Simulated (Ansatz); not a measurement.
Relaxed-ion elastic tensor of SiW (rock salt, Fm-3m) in GPa (Voigt order), DFT-LDA in the program Ansatz with PAW potentials; density 11.62 g/cm³, 15.15 Å³ per atom.

```
      1     2     3     4     5     6
-  ----  ----  ----  ----  ----  ----
1   487  69.3  69.3   0.0   0.0   0.0
2  69.3   487  69.3   0.0   0.0   0.0
3  69.3  69.3   487   0.0   0.0   0.0
4   0.0   0.0   0.0  -6.2   0.0   0.0
5   0.0   0.0   0.0   0.0  -6.2   0.0
6   0.0   0.0   0.0   0.0   0.0  -6.2
```

Task: Is the crystal mechanically stable?

Result: No: the smallest eigenvalue of C is -6.2 GPa.

The cell is a constructed one: a structure type filled with these elements; neither database checked (COD, Materials Project) lists it. Its standing as an ambient phase is unchecked. Symmetry was held in the LDA relaxation. At this level the phase is mechanically unstable. The run is not spin-polarised. As this level gives no gap, shear constants depend on the k-mesh and smearing (Fermi–Dirac, 0.1 eV here). Spin–orbit coupling is left out wherever it is not named.

Potentials: the later of the program's two PAW sets.
